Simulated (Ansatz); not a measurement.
**Property card for InP**

InP:
```
InP
1.0
    4.13847     0.00000     0.00000
   -2.06923     3.58402     0.00000
    0.00000     0.00000     9.35034
In P
3 3
Direct
  0.50057   0.00000   0.66667
  0.00000   0.50057   0.33333
  0.49943   0.49943   0.00000
  0.50030   0.00000   0.16667
  0.00000   0.50030   0.83333
  0.49970   0.49970   0.50000
```

Space group P6_222 (No. 180); conventional cell a = b = 4.1385 Å, c = 9.3503 Å, α = β = 90.00°, γ = 120.00°.

Method: r²SCAN in the plane-wave PAW code Ansatz. Geometry: relaxed at this level of theory. Other levels are named where they apply.

### Cell and energy

```
Property                                                       Value
-----------------------------------------------------  -------------
Volume per atom                                             23.11 Å³
Density                                                   5.24 g/cm³
Formation energy from the elements (no fitted shifts)  -0.19 eV/atom
```

### Electronic structure

```
Property                                                         Result
----------------------------  -----------------------------------------
Band gap                          0.42 eV (smallest direct gap 0.42 eV)
Valence-band maximum             on the Γ–M line, 4 % of the way from Γ
Conduction-band minimum                                            at Γ
Electron effective mass       0.034, 0.071, 0.071 mₑ (principal values)
HSE06 gap on the r²SCAN cell                                    0.66 eV
Gap with spin–orbit coupling                                    0.41 eV
```

### Mechanics

```
Property                               Value
----------------------------------  --------
Bulk modulus (Birch–Murnaghan fit)  716 kbar
Pressure derivative B′                   3.4
```

### Charges

```
Property                     Value
-------------  -------------------
Bader charges  In +0.96, P -0.96 e
```

The start of the workflow was typed in or built on a structure type; neither database checked (COD, Materials Project) lists it. It is not the phase usual at ambient conditions (space group No. 216). The cell was relaxed with r²SCAN under the symmetry of its start; its stability against distortions is not shown here. Point labels and valley counts follow the cell and symmetry of the run, lower than the named group. The references are the lowest solids computed at this level, not always the standard phases. Spin–orbit coupling is left out wherever it is not named.

Potentials: the later of the program's two PAW sets.
